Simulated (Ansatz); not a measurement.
**A series of 4 crystals: the Stoner enhancement**

Functional: LDA. Free runs of these cells end without moments; the starts listed are those of the smallest held moment. χ is M over the holding field at the smallest held moment (default PAW files, Ansatz 0.2.0), N(E_F) the unpolarised density of states averaged over the smearing, and S = χ/(μB·N) the Stoner enhancement; on these meshes S is rough.

Cells, held fixed (database entries or supercells of them):
- TiNi (P4/mmm): cell vectors (2.736, 0.000, 0.000); (0.000, 2.736, 0.000); (0.000, 0.000, 3.581) Å; Ti1 (0.500 0.500 0.500), Ni2 (0.000 0.000 0.000); starts Ti1 0.2 μB, Ni2 0.2 μB; 12×12×9 mesh, smearing 0.08 eV
- Rh (P6_3/mmc): cell vectors (2.731, 0.000, 0.000); (-1.365, 2.365, 0.000); (0.000, 0.000, 4.428) Å; Rh1 (0.667 0.333 0.750), Rh2 (0.333 0.667 0.250); starts Rh1 0.05 μB, Rh2 0.05 μB; 16×16×9 mesh, smearing 0.05 eV
- YAu (Pm-3m): cell vectors (3.559, 0.000, 0.000); (0.000, 3.559, 0.000); (0.000, 0.000, 3.559) Å; Y1 (0.500 0.500 0.500), Au2 (0.000 0.000 0.000); starts Y1 0.1 μB; 9×9×9 mesh, smearing 0.08 eV
- MgRh (Pm-3m): cell vectors (3.099, 0.000, 0.000); (0.000, 3.099, 0.000); (0.000, 0.000, 3.099) Å; Mg1 (0.000 0.000 0.000), Rh2 (0.500 0.500 0.500); starts Rh2 0.2 μB; 11×11×11 mesh, smearing 0.1 eV

Task: Order them by the Stoner enhancement, lowest first.
A. Rh (P6_3/mmc)
B. TiNi (P4/mmm)
C. YAu (Pm-3m)
D. MgRh (Pm-3m)

Result: D (1.2), C (1.5), A (2.2), B (2.4).

```csv
crystal,N(E_F) (states/eV/atom),χ (μB/atom per 1000 T),S
TiNi (P4/mmm),1.28,0.179,2.4
Rh (P6_3/mmc),1.78,0.223,2.2
YAu (Pm-3m),0.56,0.048,1.5
MgRh (Pm-3m),0.69,0.050,1.2
```

The series draws on cells whose two smallest held moments give the same S within 15 % and whose N(E_F) agrees with the run's entropy; others aren't listed.

The PAW files were made with PBE; the program remakes their cores once for the run's functional and then keeps them frozen. The Ansatz runs typed with the search for lower states off end where their start leads. Spin–orbit coupling is left out although heavy atoms are present. These are results for the start and cell typed. The real compound can order otherwise, in a larger cell, or not at all, since semilocal functionals at zero temperature often overstate magnetism.
